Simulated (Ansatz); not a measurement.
Data:

ZnCu:
```
CELL_PARAMETERS angstrom
      2.90756     0.00000     0.00000
      0.00000     2.90756     0.00000
      0.00000     0.00000     2.90756
ATOMIC_POSITIONS crystal
  Zn 0.50000 0.50000 0.50000
  Cu 0.00000 0.00000 0.00000
```

This is the PBEsol-relaxed structure.

**Question.** All from the program Ansatz at the PBEsol level (PAW), unless another level is named. Estimate the density of states at the Fermi level.

**Answer.** 0.25 states/eV per atom (mean over ±0.08 eV).

**Question.** What about the formation energy from the elements (no fitted shifts)?

**Answer.** -0.10 eV/atom.

Space group Pm-3m (CsCl type). Symmetry was held in the PBEsol relaxation. The run is not spin-polarised. The references are the lowest solids computed at this level, not always the standard phases.

Potentials: the earlier of the program's two PAW sets. The files were generated under PBE; for other functionals the program regenerates the frozen cores, and for LDA and PBEsol the local potential too.
